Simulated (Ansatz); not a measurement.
The cell below belongs to a search over invented structures; it isn't taken from experiment.

Input and command of a plane-wave DFT calculation in Ansatz:

```yaml
crystal:
  lattice:
    - [-3.39581039, 3.39581039, 4.93612107]
    - [3.39581039, -3.39581039, 4.93612107]
    - [3.39581039, 3.39581039, -4.93612107]
  atoms:
    - { symbol: "Y", position: [0.75, 0.25, 0.5] }
    - { symbol: "Y", position: [0.25, 0.75, 0.5] }
    - { symbol: Mg, position: [0.74460702, 0.24460702, 0.98921404] }
    - { symbol: Mg, position: [0.25539298, 0.75539298, 0.01078596] }
    - { symbol: Mg, position: [0.75539298, 0.74460702, 0.5] }
    - { symbol: Mg, position: [0.24460702, 0.25539298, 0.5] }
    - { symbol: Cd, position: [0.5, 0.0, 0.5] }
    - { symbol: Cd, position: [0.0, 0.5, 0.5] }
    - { symbol: Se, position: [0.0, 0.0, 0.0] }
    - { symbol: Se, position: [0.5, 0.5, 0.0] }
basis:
  ecutwfc: 420
kpoints:
  mp_grid: { grid: [4, 4, 4] }
hamiltonian:
  xc: pbe
scf:
  occupations: { method: gaussian, width: 0.2 }
  lower_state_search: "off"
output:
  forces: true
  stress: true
  eigenvalues: true
relax:
  adjacent_minimum: "off"
  f_tol: 0.08
  max_steps: 16
  cell: { stress_tol: 0.8 }
```

```bash
ansatz run input.yaml --threads 1 --pin off --max-ram 2560MiB --backend cpu --events-out ev --progress --plain --runs-dir out
```

Processor: Arm Neoverse V2, 1 thread, on a host shared with other jobs.

Task: How long does it run, and how much memory does it take?

Result: About 2.8 min, peak memory 0.75 GiB. It solves 81 bands at 13 k points (after reduction by symmetry) with about 6831 plane waves (on the last cell), in 56 SCF iterations over 8 ionic steps.
